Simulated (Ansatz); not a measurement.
In2GaAs3:
```cif
data_As6Ga2In4
_chemical_formula_sum 'In4 Ga2 As6'
_space_group_name_H-M_alt 'I-4m2'
_space_group_IT_number 119
_space_group_name_Hall 'I -4 -2'
_cell_length_a 4.19521
_cell_length_b 4.19521
_cell_length_c 17.91656
_cell_angle_alpha 90.000
_cell_angle_beta 90.000
_cell_angle_gamma 90.000
loop_
_atom_site_label
_atom_site_type_symbol
_atom_site_symmetry_multiplicity
_atom_site_Wyckoff_symbol
_atom_site_fract_x
_atom_site_fract_y
_atom_site_fract_z
_atom_site_occupancy
In1 In 4 e 0.00000 0.00000 0.33720 1
Ga1 Ga 2 a 0.00000 0.00000 0.00000 1
As1 As 2 d 0.50000 0.00000 0.25000 1
As2 As 4 f 0.00000 0.50000 0.07498 1
```
(The calculation used a cell of 6 atoms; values per cell refer to that cell.)

Relaxed at zero pressure with plane-wave PAW PBEsol (Ansatz code).

Q: The volume is lowered by 6 % and shape and atoms relax at that volume. What pressure results, and how do the axes share the change?

A: 4.2 GPa; a -2.1 %, b -2.1 %, c -2.0 %; the energy rises by 20 meV/atom.

Q: Give the new structure.

A: 
Space group I-4m2 (No. 119); a = b = 4.1077 Å, c = 17.5668 Å, α = β = γ = 90.00°

| atom | site | symmetry | x | y | z |
|---|---|---|---|---|---|
| In | 4e | 2mm. | 0.0000 | 0.0000 | 0.3373 |
| Ga | 2a | -4m2 | 0.0000 | 0.0000 | 0.0000 |
| As | 2d | -4m2 | 0.5000 | 0.0000 | 0.2500 |
| As | 4f | 2mm. | 0.0000 | 0.5000 | 0.0746 |

The phase is kept; no other phase was compared at this pressure.

The first step of the workflow began from a Materials Project structure, measured or hypothetical; the Crystallography Open Database copy checked does not list it. With In and Ga taken as one species the cell has the higher symmetry F-43m, so it may be an ordered model of a mixed-site phase. Whether it is the stable phase at ambient conditions was not checked. Symmetry was held in the PBEsol relaxation; whether a distortion lowers the energy is not shown.

Potentials: the later of the program's two PAW sets.
